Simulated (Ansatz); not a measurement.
# Lu3Mg2TiS8: Coordination and 33S quadrupole coupling

Cell: a Materials Project structure (computed, not necessarily an observed phase), atoms as given.

```
CELL_PARAMETERS angstrom
3.85701 2.22684 6.18933
-3.85701 2.22684 6.18933
0.00000 -4.45369 6.18933
ATOMIC_POSITIONS crystal
Mg 0.12480 0.12480 0.12480
Mg 0.87520 0.87520 0.87520
Lu 0.00000 0.50000 0.50000
Lu 0.50000 0.00000 0.50000
Lu 0.50000 0.50000 0.00000
Ti 0.50000 0.50000 0.50000
S 0.72897 0.26464 0.26464
S 0.73536 0.27103 0.73536
S 0.74416 0.74416 0.74416
S 0.73536 0.73536 0.27103
S 0.25584 0.25584 0.25584
S 0.26464 0.26464 0.72897
S 0.27103 0.73536 0.73536
S 0.26464 0.72897 0.26464
```

Sites (sets of like atoms) are named by element and the number of their first atom in this list.

Level of theory: DFT, PBE, plane waves and PAW, scalar-relativistic, collinear spin, 420 eV cutoff, Γ-centred 5×5×5 k-points, Fermi–Dirac smearing 0.02 eV (Ansatz 0.2.0). Start moments as typed (μB): 1 on each Ti, none on the rest.

Q(33S) = -69.40 mb.

(1) Order the S environments from the weakest to the strongest quadrupole coupling.
A. S7: 1 Mg at 2.49 Å, 1 Ti at 2.55 Å, 2 Lu at 2.68 Å
B. S9: 1 Mg at 2.43 Å, 3 Lu at 2.65 Å

Answers

(1) B (3.82 MHz, η = 0.00), A (5.34 MHz, η = 0.42).

An axis of threefold or higher order runs through S9, so V_zz lies along it and η is zero.

The run finds no gap above 0.1 eV (a metal, or nearly one), so the gradients can move by 10 % or more with the k-mesh. Without spin–orbit coupling the gradients at and beside Lu can be off by some per cent, at some sites by more. Semilocal functionals can leave a metal where correlation in the d or f shell opens a gap in the real compound, and that would change the values at and beside Ti. All moments are parallel here, as the start or the cell imposes; many such compounds order antiparallel, where fields and spin densities carried over to other atoms largely cancel. The magnetic order is the one that the run reached from its start moments, not necessarily the measured one (the real compound may not order at all).
